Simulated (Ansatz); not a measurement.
Be (diamond, Fd-3m) at seven volumes, PBEsol in the plane-wave PAW code Ansatz, scaled uniformly. One row is withheld.

```tsv
V (Å³/atom)	P (GPa)
13.183	5.00
13.617	3.11
14.052	1.46
14.486	0.00
14.921	-1.28
15.356	?
15.790	-3.39
```

Question: Fit the shown pressures and predict the withheld one.

Answer: P = (3/2)B₀(x^(7/2) − x^(5/2))[1 + (3/4)(B′ − 4)(x − 1)] with x = (V₀/V)^(2/3). Least squares on the six rows gives V₀ = 14.486 Å³/atom, B₀ = 45.4 GPa, B′ = 3.31. At V = 15.356, x = 0.9619 and P = -2.40 GPa. The run itself gave -2.40 GPa.

The start of the workflow was typed in or built on a structure type; neither database checked (COD, Materials Project) lists it. It is not the phase usual at ambient conditions (space group No. 194). The cell was relaxed with PBEsol under the symmetry of its start. At this level the phase is mechanically unstable.

Potentials: the later of the program's two PAW sets.
